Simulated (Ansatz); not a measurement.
Does relaxation matter for the field gradients of MgO with Cl replacing O?

Start: a supercell of MgO (rock salt type, Fm-3m) built from a measured structure from the Crystallography Open Database (COD) (the entry's cell lengths or inner coordinates differ somewhat from later room-temperature determinations), with all atoms left at the host's positions.

Space group Fm-3m (No. 225); a = 12.6510 Å.

| site | Wyckoff | site symmetry | x | y | z |
| --- | --- | --- | --- | --- | --- |
| Mg1 | 32f | .3m | 0.3333 | 0.8333 | 0.8333 |
| Mg2 | 24e | 4m.m | 0.5000 | 0.0000 | 0.8333 |
| Mg6 | 48h | m.m2 | 0.8333 | 0.1667 | 0.0000 |
| Mg27 | 4a | m-3m | 0.0000 | 0.5000 | 0.5000 |
| Cl | 4b | m-3m | 0.5000 | 0.0000 | 0.0000 |
| O29 | 48i | m.m2 | 0.6667 | 0.1667 | 0.0000 |
| O32 | 32f | .3m | 0.8333 | 0.1667 | 0.1667 |
| O42 | 24e | 4m.m | 0.0000 | 0.5000 | 0.3333 |

One atom of each set is listed; the run and its k-mesh use a cell of 54 atoms with edges of 8.95, 8.95, 8.95 Å.

The numbers come from a DFT calculation in Ansatz (PBE, plane waves and PAW, scalar-relativistic, 420 eV cutoff, Γ-centred 3×3×3 k-points, Fermi–Dirac smearing 0.01 eV, cell charge +1).

The largest force at the start is 5.2 eV/Å. Relaxing the ions at fixed cell moves them by 0.203 Å at most (atom 13, Mg) and 0.069 Å rms.

```json
{"site": "Mg2", "moved (Å)": "0.203", "first shell before": "5 O at 2.11 Å, 1 Cl at 2.11 Å", "first shell after": "5 O at 1.95–2.12 Å, 1 Cl at 2.31 Å", "V_zz before (10²¹ V/m²)": "0.64", "η before": "0.00"}
{"site": "Mg6", "moved (Å)": "0.007", "first shell before": "6 O at 2.11 Å", "first shell after": "6 O at 2.10–2.11 Å", "V_zz before (10²¹ V/m²)": "-0.13", "η before": "0.45"}
{"site": "Cl", "moved (Å)": "0.000", "first shell before": "6 Mg at 2.11 Å", "first shell after": "6 Mg at 2.31 Å", "V_zz before (10²¹ V/m²)": "0.00", "η before": "–"}
{"site": "O29", "moved (Å)": "0.000", "first shell before": "6 Mg at 2.11 Å", "first shell after": "6 Mg at 2.10–2.12 Å", "V_zz before (10²¹ V/m²)": "1.25", "η before": "0.13"}
{"site": "O32", "moved (Å)": "0.007", "first shell before": "6 Mg at 2.11 Å", "first shell after": "6 Mg at 2.10–2.11 Å", "V_zz before (10²¹ V/m²)": "-0.31", "η before": "0.00"}
{"site": "O42", "moved (Å)": "0.040", "first shell before": "6 Mg at 2.11 Å", "first shell after": "6 Mg at 1.95–2.11 Å", "V_zz before (10²¹ V/m²)": "0.17", "η before": "0.00"}
```

Q: What are V_zz and η after the relaxation?

A: 

```tsv
site	V_zz after	η after	change of V_zz
Mg2	-0.29	0.00	-0.93
Mg6	0.21	0.64	–
Cl	0.00	–	0.00
O29	0.91	0.32	–
O32	-0.050	0.00	+0.26
O42	-0.64	0.00	-0.81
```

The largest change of V_zz along a kept axis is on Mg2, from 0.64 to -0.29. The whole tensor moves most on O29, by 1.85 along its most changed direction. V_zz changes sign on Mg2 (same axis), O42 (same axis). On O29, Mg6 the largest principal value lies along another axis in the second run, so the two V_zz can't be compared directly. Other sites with |V_zz| of 0.02 or less aren't listed.

The defect repeats with the cell of 54 atoms, so it feels its images: sites between two images don't show the values beside a lone defect, and zeros or small values of η there can come from the images' arrangement. A uniform background compensates the cell's charge.
Before: The cell keeps the host's lattice, where the PBE pressure is 11 GPa (in a charged cell this depends on the convention for the mean potential). The neighbours have not yet relaxed around the defect (largest force 5.2 eV/Å), so the values at and beside it are those of a strained start, not of the defect in a real crystal.
After: The relaxation keeps the site symmetry m-3m of the start, so the impurity can't leave its site; a start off the site could end lower. The cell keeps the host's lattice, where the PBE pressure is 10 GPa (in a charged cell this depends on the convention for the mean potential).
